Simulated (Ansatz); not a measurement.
Level of theory: Ansatz 0.2.0, DFT PBE, scalar-relativistic, plane waves, PAW. Settings: cutoff 420 eV, Γ-centred meshes spaced at most about 0.3 Å⁻¹, and about 0.25 Å⁻¹ or finer for metals (2π included), Gaussian smearing. No spin polarisation in the final relaxations.

These are static total energies at zero pressure. All come from trial cells, and lower structures may exist.

Question: These unrelaxed guesses for Hf2H are each relaxed within their symmetry. Order them by the energy at which they end, lowest first.
1.

```
Hf H
1.0
    -2.92361    2.92361    2.38649
     2.92361   -2.92361    2.38649
     2.92361    2.92361   -2.38649
Hf H
4 2
Direct
  0.15900 0.65900 0.81800
  0.65900 0.84100 0.50000
  0.84100 0.34100 0.18200
  0.34100 0.15900 0.50000
  0.75000 0.75000 0.00000
  0.25000 0.25000 0.00000
```

2.

```
Hf H
1.0
     0.00000    3.14800    3.14800
     3.14800    0.00000    3.14800
     3.14800    3.14800    0.00000
Hf H
2 1
Direct
  0.25000 0.25000 0.25000
  0.75000 0.75000 0.75000
  0.00000 0.00000 0.00000
```

3.

```
Hf H
1.0
     2.72460    1.57305    1.85958
    -2.72460    1.57305    1.85958
     0.00000   -3.14610    1.85958
Hf H
2 1
Direct
  0.77591 0.77591 0.77591
  0.22409 0.22409 0.22409
  0.50000 0.50000 0.50000
```

4.

```
Hf H
1.0
     3.01253    0.00000    0.00000
    -1.50626    2.60892    0.00000
     0.00000    0.00000    4.84534
Hf H
2 1
Direct
  0.33333 0.66667 0.25000
  0.66667 0.33333 0.75000
  0.00000 0.00000 0.00000
```

Answer: 4 (ends in P-3m1, anti-cadmium iodide type, 0 meV/atom), 3 (ends in R-3m, 0.33 eV/atom), 1 (ends in I4/mcm, 0.36 eV/atom), 2 (ends in Fm-3m, anti-fluorite type, 0.68 eV/atom).

Spin–orbit coupling, which can matter for Hf, is left out. With hydrogen, zero-point motion can shift such differences by 10 meV/atom or more. A magnetic state wasn't ruled out in cells without spin, among them P-3m1, R-3m, Fm-3m. Cells relaxed within their symmetry can be saddle points. Some structure types and database cells were kept out of the candidates from the start, so a known form may be missing.
